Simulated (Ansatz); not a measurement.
SiNi₃ (Cu3Au type), relaxed with HSE06 (Ansatz, an electronic-structure program, plane waves, PAW): a = 3.461 Å, b = 3.461 Å, c = 3.461 Å, α = 90.00°, β = 90.00°, γ = 90.00°.

```
Property              Value
--------------------  -----
B₀ by P(V) fit (GPa)    235
```

Q: The same phase is relaxed and computed with r²SCAN in the same code. What are the cell and these values now?

A: a = b = c = 3.4643 Å, α = β = γ = 90.00°.

B₀ by P(V) fit (GPa): 240

Began spin-polarised and lost the moments: SiNi3, Cu3Au type with HSE06; SiNi3, Cu3Au type with r²SCAN. All cells were relaxed under the symmetry of their starts (and spin orders); stability against distortions was not tested throughout.

Potentials: the later of the program's two PAW sets.

Ansatz is a plane-wave DFT program.
